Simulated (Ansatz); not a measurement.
Cr3GeN:
```
CELL_PARAMETERS angstrom
      3.77308     0.00000     0.00000
      0.00000     3.77308     0.00000
      0.00000     0.00000     3.77308
ATOMIC_POSITIONS crystal
  Ge 0.00000 0.00000 0.00000
  N  0.50000 0.50000 0.50000
  Cr 0.00000 0.50000 0.50000
  Cr 0.50000 0.50000 0.00000
  Cr 0.50000 0.00000 0.50000
```

Relaxed with PBEsol. Special points in fractions of this cell's reciprocal vectors: Γ (0.000, 0.000, 0.000); X (0.000, 0.500, 0.000); M (0.500, 0.500, 0.000); R (0.500, 0.500, 0.500).

Problem. List the band energies nearest the Fermi level at these points for plane-wave PAW PBEsol (Ansatz code).

Solution. In eV from the Fermi level; about four levels below and three above (degenerate sets whole), none deeper than 8.9 eV; points with the same levels are listed once.

| k | below | above |
|---|---|---|
| Γ | -3.19 -3.19 -0.11 -0.11 -0.11 | 0.34 0.34 0.34 |
| X | -0.86 -0.71 -0.15 -0.15 | 0.21 0.68 1.27 1.27 |
| M | -1.19 -1.19 -0.25 -0.13 | 0.38 0.40 0.50 |
| R | -1.54 -1.54 -1.54 -1.15 -1.15 -1.15 | 0.39 0.39 1.54 |

Space group Pm-3m (anti-perovskite). The cell is a constructed one: a structure type filled with these elements; neither database checked (COD, Materials Project) lists it. COD files the formula under space group No. 113. Its standing as an ambient phase is unchecked. The cell was relaxed with PBEsol under the symmetry of its start. At this level the phase is dynamically unstable (imaginary phonons). The workflow began spin-polarised and lost its moments. Spin–orbit coupling is left out wherever it is not named.

Potentials: the earlier of the program's two PAW sets. The files were generated under PBE; for other functionals the program regenerates the frozen cores, and for LDA and PBEsol the local potential too.
